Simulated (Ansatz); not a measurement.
Computed with Ansatz, DFT PBE, scalar-relativistic, plane waves, PAW. All cells share a 420 eV cutoff and Γ-centred k meshes spaced at most about 0.3 Å⁻¹ (about 0.25 or finer for metals, 2π included). Collinear spin in cells that started with moments and kept them past the coarse steps, no spin elsewhere.

Each of these unrelaxed guesses is relaxed in cell and atoms within its symmetry. A guess keeps its type if space group and coordination stay and the shape of the cell changes little (axis ratios within about 15 %, angles within 6°); the volume may change.

1. Te3MoPt (collinear spin from parallel moments)

```
Te Mo Pt
1.0
     3.21817    1.85801    4.01084
    -3.21817    1.85801    4.01084
     0.00000   -3.71602    4.01084
Te Mo Pt
3 1 1
Direct
  0.50000 0.50000 0.00000
  0.00000 0.50000 0.50000
  0.50000 0.00000 0.50000
  0.50000 0.50000 0.50000
  0.00000 0.00000 0.00000
```

2. Be2CdO3

```
Be Cd O
1.0
     2.50565   -4.34471    0.00000
     2.50565    4.34471    0.00000
    -0.06017    0.00000    2.87237
Be Cd O
2 1 3
Cartesian
  2.5057 -1.4511 0.0000
  2.5057 1.4511 0.0000
  0.0000 0.0000 0.0000
  1.2227 2.1724 1.4362
  1.2227 -2.1724 1.4362
  2.4756 0.0000 1.4362
```

3. Ga4TeO

```
Ga Te O
1.0
     5.57339    0.00000    0.00000
    -2.78670    4.82670    0.00000
     0.00000    0.00000    4.84694
Ga Te O
4 1 1
Direct
  0.33333 0.66667 0.25140
  0.33333 0.66667 0.74860
  0.66667 0.33333 0.74860
  0.66667 0.33333 0.25140
  0.00000 0.00000 0.00000
  0.00000 0.00000 0.50000
```

4. HfZrSe4

```
Zr Hf Se
1.0
     4.40607    0.00000    0.00000
     0.00000    4.40607    0.00000
     0.00000    0.00000    6.37859
Zr Hf Se
1 1 4
Direct
  0.50000 0.50000 0.50000
  0.00000 0.00000 0.00000
  0.50000 0.00000 0.73128
  0.00000 0.50000 0.26872
  0.50000 0.00000 0.26872
  0.00000 0.50000 0.73128
```

5. Zr2OF2

```
Zr O F
1.0
     6.24222    0.00000    0.00000
     0.00000    6.24222    0.00000
     0.00000    0.00000    3.49646
Zr O F
4 2 4
Direct
  0.62113 0.12113 0.00000
  0.37887 0.87887 0.00000
  0.87887 0.62113 0.00000
  0.12113 0.37887 0.00000
  0.00000 0.00000 0.00000
  0.50000 0.50000 0.00000
  0.17914 0.67914 0.50000
  0.82086 0.32086 0.50000
  0.32086 0.17914 0.50000
  0.67914 0.82086 0.50000
```

Problem. Which keep their type?

Solution. Guesses 1, 3 and 4 keep their type.

```
guess  kept  start group  end group  V start (Å³/atom)  V end  b/a and c/a, end over start  nearest neighbours start  nearest neighbours end
    1   yes         R-3m       R-3m               28.8   27.4                   1.00, 0.98          Mo 6, Pt 6, Te 2        Mo 6, Pt 6, Te 2
    2    no         C2/m       Cmmm               10.4    9.6                            -          Be 6, Cd 20, O 4       Be 4, Cd 4, O 2/4
    3   yes       P6/mmm     P6/mmm               21.7   19.3                   1.00, 1.15           Ga 2, O 2, Te 2         Ga 2, O 2, Te 2
    4   yes       P4/mmm     P4/mmm               20.6   23.8                   1.00, 0.98          Hf 8, Se 5, Zr 8        Hf 8, Se 5, Zr 8
    5    no       P4/mbm     P4/mbm               13.6   15.5                   1.00, 1.25            F 6, O 4, Zr 1          F 2, O 4, Zr 4
```

Neighbours count within 15 % of an atom's shortest distance; end groups are read at 0.02 Å (0.05 Å in metals).

These runs have no spin–orbit coupling, which can matter for Hf, Pt and Te. Cells relaxed within their symmetry can be saddle points.

In counts of neighbours, a slash parts the counts of unlike sites.
